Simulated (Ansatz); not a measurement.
SnO (litharge type, space group P4/nmm)

Space group P4/nmm, origin choice 1 (No. 129); a = 3.793 Å, b = 3.793 Å, c = 4.764 Å, α = 90.00°, β = 90.00°, γ = 90.00°

| atom | site | symmetry | x | y | z |
|---|---|---|---|---|---|
| Sn | 2c | 4mm | 0.5000 | 0.0000 | 0.2406 |
| O | 2a | -4m2 | 0.0000 | 0.0000 | 0.0000 |

The relaxed cell is deformed in two ways at once: its volume V is scaled, and at that volume it is stretched along z (the c axis of the conventional cell) so that c/a changes. Fractional atomic positions are held.

All values below come from r2SCAN+rVV10 (plane waves to 500 eV, PAW, scalar-relativistic; Ansatz, a program for electronic structure). k mesh 9×9×7 (Γ-centred), Fermi-Dirac smearing 0.05 eV. Stress and pressure are positive under compression. As the atoms are clamped, bonds stretch with the cell, which overstates energies and stresses. With partly filled bands, the response to shear is sensitive to the k mesh, so small differences along c/a are uncertain. At this level the bands of SnO touch or barely overlap; measurements give the solid a gap. SnO was relaxed with its symmetry unable to fall. The PAW data are Ansatz's earlier set. 

Task: Predict the σzz − σxx (GPa) at all points of the grid V/V₀ = 0.960, 0.973, 0.987, 1.000, 1.013, 1.027, 1.040 by (c/a)/(c/a)₀ = 0.880, 0.920, 0.960, 1.000, 1.040, 1.080, 1.120.

Result: σzz − σxx (GPa), with V/V₀ across and (c/a)/(c/a)₀ down:

```csv
(c/a)/(c/a)₀ \ V/V₀,0.960,0.973,0.987,1.000,1.013,1.027,1.040
0.880,8.2,8.5,8.8,9.0,9.3,9.4,9.6
0.920,5.4,5.7,6.0,6.3,6.6,6.8,7.0
0.960,2.2,2.6,2.9,3.3,3.6,3.8,4.1
1.000,-1.1,-0.7,-0.3,0.0,0.3,0.6,0.9
1.040,-4.6,-4.2,-3.8,-3.4,-3.1,-2.8,-2.5
1.080,-8.4,-7.9,-7.5,-7.0,-6.7,-6.3,-6.0
1.120,-12.3,-11.8,-11.3,-10.9,-10.5,-10.1,-9.7
```

(Under strain, the slope of the energy per volume gives the stress and its curvature an elastic modulus.)
